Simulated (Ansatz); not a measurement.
## Bi2S2O: do energies and stresses tell the same story?

Computed with DFT r2SCAN, scalar-relativistic, plane waves, PAW in Ansatz.

Plane waves to 500 eV, a k mesh through Γ of 8×8×2 on the computed 10-atom cell and Gaussian smearing (0.02 eV); no spin polarisation.

Relaxed cell: P4/nmm, a = 3.960 Å, b = 3.960 Å, c = 14.068 Å, α = 90.00°, β = 90.00°, γ = 90.00°, 10 atoms in the primitive cell. Whether it is the stable form of this composition wasn't checked.

Energies at zero smearing and pressures from the stress tensor, at volumes with shape and atoms relaxed:
```tsv
V (Å³/atom)	E − E(first) (meV/atom)	P (GPa)
20.070	0.00	7.42
20.732	-24.58	4.55
21.393	-38.12	2.07
22.055	-42.27	0.01
22.717	-38.78	-1.60
23.378	-30.09	-2.41
```

Check P = −dE/dV between neighbouring volumes, and get the bulk modulus from the pressures alone.

With 1 eV/Å³ = 160.2 GPa:
| middle V (Å³/atom) | −ΔE/ΔV (GPa) | mean P (GPa) |
| --- | --- | --- |
| 20.401 | 5.951 | 5.985 |
| 21.063 | 3.279 | 3.311 |
| 21.724 | 1.005 | 1.041 |
| 22.386 | -0.846 | -0.798 |
| 23.047 | -2.103 | -2.009 |

The two differ by 0.09 GPa at most. The mean of two end pressures misses the average over a step by about ΔV² P″/12, up to 0.08 GPa here; with that taken off 0.01 GPa remains. Around V = 22.055 Å³/atom, the two neighbours give B = −V ΔP/ΔV = 22.055 × 3.68 / 1.323 = 61.3 GPa, against B0 = 58.3 GPa from the Birch–Murnaghan fit of the energies.

Spin–orbit coupling is left out, which can shift energies with elements as heavy as these.

Cost: 7 runs of about 38 core-minutes in all, on Arm Neoverse V2 (shared hosts).